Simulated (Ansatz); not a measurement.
# Run record: elastic constants by finite strains of Te$_{2}$Mo (P6_3/mmc)

Method: LDA, all-electron LAPW in Ansatz 0.2.0, scalar-relativistic.

Cell and atoms were relaxed beforehand by PAW with this functional.

Command line:

```sh
ansatz run input.yaml --threads 2 --pin off --max-ram 6144MiB --backend cpu --events-out ev --progress --plain --runs-dir out
```

Input file:

```yaml
crystal:
  lattice:
    - [3.47313890945, 0.0, 0.0]
    - [-1.73656945472, 3.00782652645, 0.0]
    - [0.0, 0.0, 13.76463009401]
  atoms:
    - { symbol: Te, position: [0.333333333333, 0.666666666667, 0.619520254883] }
    - { symbol: Te, position: [0.666666666667, 0.333333333333, 0.119520254883] }
    - { symbol: Te, position: [0.333333333333, 0.666666666667, 0.880479745117] }
    - { symbol: Te, position: [0.666666666667, 0.333333333333, 0.380479745117] }
    - { symbol: Mo, position: [0.333333333333, 0.666666666667, 0.25] }
    - { symbol: Mo, position: [0.666666666667, 0.333333333333, 0.75] }
kpoints:
  mp_grid: { grid: [6, 6, 2] }
scf:
  occupations: { method: fixed }
hamiltonian:
  xc: lda
  pseudopotentials: { kind: all_electron, lapw: { basis_error: 0.001 } }
elastic:
  mode: relaxed_ion
  stencil: two_point
  amplitude: 0.005
```

Output:

```
Warning: RAYON_NUM_THREADS=2 ignored (pool sized by the plan → 2); use --threads N
LAPW: plane waves up to 8.656 Å⁻¹, error target 1.0e-3 eV per atom; small_component_spin mean_spin; Mo in spheres of 1.281 Å, 30 of its electrons in bands, Dirac shells []; Te in spheres of 1.330 Å, 24 of its electrons in bands, ...
Engine: ansatz 0.2.0, aarch64-unknown-linux-gnu
Pseudopotentials: kind: all_electron
Pseudopotential: Te, LAPW, valence charge 24, lapw/all_electron/scalar/gaussian/Te, Koelling and Harmon's equation, gaussian nucleus
Pseudopotential: Mo, LAPW, valence charge 30, lapw/all_electron/scalar/gaussian/Mo, Koelling and Harmon's equation, gaussian nucleus
Functional definition: SPW92
  exchange = slater_x
  correlation = pw_c
davidson cushion auto → on  (no smearing: the cushion is to keep the highest requested band from converging to the state above it; pin scf.eigensolver.cushion to override)
Crystal: 6 atoms, lattice volume = 143.794 Å³
Basis set: ecut = 285.44952987809125 eV, 1585 PW (Γ), exchange–correlation at level 2
Bands: 94, of which v1, the nominal top of the filled ones, is band 78 counted from 1 (77 counted from 0)
Symmetry: 24 space group operations
[... 195 lines left out ...]
  moduli (Voigt/Reuss/Hill, GPa): K = 51.33/39.35/45.34   G = 39.25/33.54/36.40   E = 86.14   ν = 0.183
  mechanically stable: yes (min eigenvalue of sym C = 26.26 GPa)
  where every solve meets its electron count the energy-path curvature estimates C_jj along a normal strain and C_jj − ¼(σ⁰_aa + σ⁰_bb) along a shear (ab), closely only under elastic.basis: deformed
  strain η (Voigt 11):  stress-route row diagonal C_11 = 141.30 GPa, energy-path curvature d²(F+E_count)/dδ²/Ω₀ = 141.27 GPa
         δ    σ_11 (GPa)             F (eV)   n_scf  n_hpsi   n_pw
    -5.000e-3      -0.7478     -959058.4907575       2   17862   1585   relax 6 steps, max|allowed force component| 2.26e-5 eV/Å
     5.000e-3       0.6651     -959058.4910331       2   17860   1585   relax 3 steps, max|allowed force component| 1.96e-5 eV/Å
  strain η (Voigt 33):  stress-route row diagonal C_33 = 51.86 GPa, energy-path curvature d²(F+E_count)/dδ²/Ω₀ = 51.83 GPa
         δ    σ_33 (GPa)             F (eV)   n_scf  n_hpsi   n_pw
    -5.000e-3      -0.2642     -959058.4919197       2    9620   1585   relax 3 steps, max|allowed force component| 2.01e-5 eV/Å
     5.000e-3       0.2544     -959058.4918779       2    9618   1585   relax 3 steps, max|allowed force component| 3.00e-5 eV/Å
  strain η (Voigt 23):  stress-route row diagonal C_44 = 26.26 GPa, energy-path curvature d²(F+E_count)/dδ²/Ω₀ = 26.27 GPa
         δ    σ_23 (GPa)             F (eV)   n_scf  n_hpsi   n_pw
    -5.000e-3      -0.1313     -959058.4921855       2   17866   1585   relax 5 steps, max|allowed force component| 5.07e-6 eV/Å
     5.000e-3       0.1313     -959058.4921855       2   17864   1585   relax 6 steps, max|allowed force component| 4.19e-5 eV/Å
```

The run converged.

**Elastic constants**

Elastic constants of a crystal by Kohn-Sham DFT: slopes of the stress over finite engineering strains of the given cell, Voigt indices, Cartesian axes as in the input.

- Pressure at rest: 0.014 GPa
- Least elastic eigenvalue: 26.26 GPa
- Elastically stable: yes

```csv
index,elastic (GPa)
11,141.3
12,34.26
13,14.74
33,51.86
44,26.26
```

### Strained cells

Stress of each strained cell less that at rest, tension positive.

```tsv
strain component	strain	stress xx (GPa)	stress yy (GPa)	stress zz (GPa)	stress yz (GPa)	stress xz (GPa)	stress xy (GPa)	relaxation steps
xx	-0.005	-0.7225	-0.1708	-0.075	0	0	0	6
xx	0.005	0.6904	0.1718	0.0722	0	0	0	3
zz	-0.005	-0.0777	-0.0777	-0.2737	0	0	0	3
zz	0.005	0.07	0.07	0.2449	0	0	0	3
yz	-0.005	-0.002	-0.0012	-0.0044	-0.1313	0	0	5
yz	0.005	-0.002	-0.0012	-0.0044	0.1313	0	0	6
```

**Elastic moduli**

Hill averages of a grain aggregate, Debye temperature from the mean sound speed over directions.

```json
{"Bulk modulus": "45.34 GPa", "Shear modulus": "36.4 GPa", "Young modulus": "86.14 GPa", "Poisson ratio": "0.1834", "Bulk over shear modulus": "1.246", "Elastic anisotropy index": "1.155", "Least young modulus": "49.38 GPa", "Largest young modulus": "130.5 GPa", "Longitudinal sound speed": "3402 m/s", "Transverse sound speed": "2118 m/s", "Elastic debye temperature": "233.7 K", "Linear compressibility (x, y, z)": "4.281, 4.281, 16.85 1/TPa"}
```

Keep in mind: no dispersion correction, so the spacing and stiffness between layers or molecules are poor.

Cost: 22 min on 2 threads of Arm Neoverse V2, on a shared host, peak memory 0.94 GiB.
